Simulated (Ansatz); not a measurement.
## Property card for BeS

BeS:
```xyz
4
Lattice="3.4394 0.0000 0.0000 -1.7197 2.9786 0.0000 0.0000 0.0000 5.6672" Properties=species:S:1:pos:R:3 pbc="T T T"
Be     1.7197     0.9929     5.6652
Be     0.0000     1.9857     2.8317
S      1.7197     0.9929     3.5450
S      0.0000     1.9857     0.7115
```

Space group P6_3mc (No. 186), wurtzite; conventional cell a = b = 3.439 Å, c = 5.667 Å, α = β = 90.00°, γ = 120.00°.

Method: plane-wave PAW PBE (Ansatz code). Structure relaxed to zero pressure with the same functional. Other levels are named where they apply.

### Cell and energy

```
Property                                                      Result
-----------------------------------------------------  -------------
Volume per atom                                             14.51 Å³
Density                                                   2.35 g/cm³
Formation energy from the elements (no fitted shifts)  -1.07 eV/atom
```

### Electronic structure

```
Property                                                                      Result
--------------------------------------------  --------------------------------------
Band gap                                                          3.71 eV (indirect)
Valence-band maximum                                                            at Γ
Conduction-band minimum                                  at K (2 equivalent valleys)
Smallest direct gap on the standard path                                     5.08 eV
Electron effective mass                       0.31, 0.53, 0.53 mₑ (principal values)
Hole effective mass, band 1 of 2 at the edge           1.5 along x, 1.4 along z (mₑ)
Hole effective mass, band 2 of 2 at the edge          0.27 along x, 1.4 along z (mₑ)
HSE06 gap on the PBE cell                                                    4.67 eV
```

### Mechanics

```
Property                                                                                                       Result
-----------------------------------------------------------  --------------------------------------------------------
Bulk modulus (Birch–Murnaghan fit)                                                                           92.6 GPa
Pressure derivative B′                                                                                            3.8
Elastic constants (relaxed ions, GPa)                        C11 = 186, C12 = 52.9, C13 = 35.5, C33 = 214, C44 = 55.4
Mechanical stability                                                           stable (all eigenvalues of C positive)
Hill bulk and shear moduli                                                                          92.7 and 65.4 GPa
Young's modulus                                                                                               159 GPa
Poisson's ratio                                                                                                  0.21
Debye temperature from the elastic constants                                                                    712 K
Piezoelectric stress constants (proper, relaxed ions, C/m²)          e15 = e24 = -0.09, e31 = e32 = -0.08, e33 = 0.29
```

### Dielectric response

```
Property                                                                      Value
--------------------------------------------------------  -------------------------
Electronic dielectric constant ε∞ (DFPT)                  5.21 (xx = yy), 5.34 (zz)
Static dielectric constant ε0 (ions relaxed, cell fixed)  7.09 (xx = yy), 7.54 (zz)
Born charges (a third of the trace)                             Be +1.60, S -1.60 e
Largest static χ(2) component                                              7.8 pm/V
```

### Phonons

```
Item                                                                       Value
--------------------------------------------------  ----------------------------
Highest zone-centre frequency (without LO–TO term)                     596 cm^-1
Zone-centre stability                                     no imaginary mode at Γ
Dynamical stability on the path                     stable (no imaginary branch)
Zero-point energy                                                  73.7 meV/atom
Vibrational entropy at 300 K                             15.5 J/(K·mol of atoms)
```

### Charges

```
Item                        Result
-------------  -------------------
Bader charges  Be +1.62, S -1.62 e
```

The cell is a constructed one: a structure type filled with these elements; neither database checked (COD, Materials Project) lists it. COD files the formula under space group No. 216. Whether it is the stable phase at ambient conditions was not checked. The cell was relaxed with PBE under the symmetry of its start. Signs of piezoelectric constants follow the polarity of the cell as given. The references are the lowest solids computed at this level, not always the standard phases.

Potentials: the later of the program's two PAW sets.
